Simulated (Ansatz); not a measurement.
CaZrN2:
```
CELL_PARAMETERS angstrom
      1.64299     0.94858     5.55581
     -1.64299     0.94858     5.55581
      0.00000    -1.89716     5.55581
ATOMIC_POSITIONS crystal
  Ca 0.00000 0.00000 0.00000
  Zr 0.50000 0.50000 0.50000
  N  0.23853 0.23853 0.23853
  N  0.76147 0.76147 0.76147
```

DFT-PBEsol in the program Ansatz with PAW potentials gives a gap of 0.37 eV without spin–orbit coupling, maximum at Γ, minimum at F.

Q: What happens when spin–orbit coupling is switched on?

A: The gap falls by 0.02 eV, to 0.35 eV; maximum at Γ, minimum at F.

Q: Give the electron effective mass with spin–orbit coupling.

A: 0.16, 0.18, 1.4 mₑ (principal values).

Q: Give the hole effective mass with spin–orbit coupling.

A: 0.32, 0.32, 0.78 mₑ (principal values).

Space group R-3m. The workflow started from a Materials Project entry (that database holds measured and hypothetical structures alike); the Crystallography Open Database copy checked does not list it. Whether it is the stable phase at ambient conditions was not checked. The PBEsol relaxation kept the symmetry of its start; of distortions, only those at the zone centre were tested. No spin polarisation was allowed.

Potentials: the later of the program's two PAW sets.
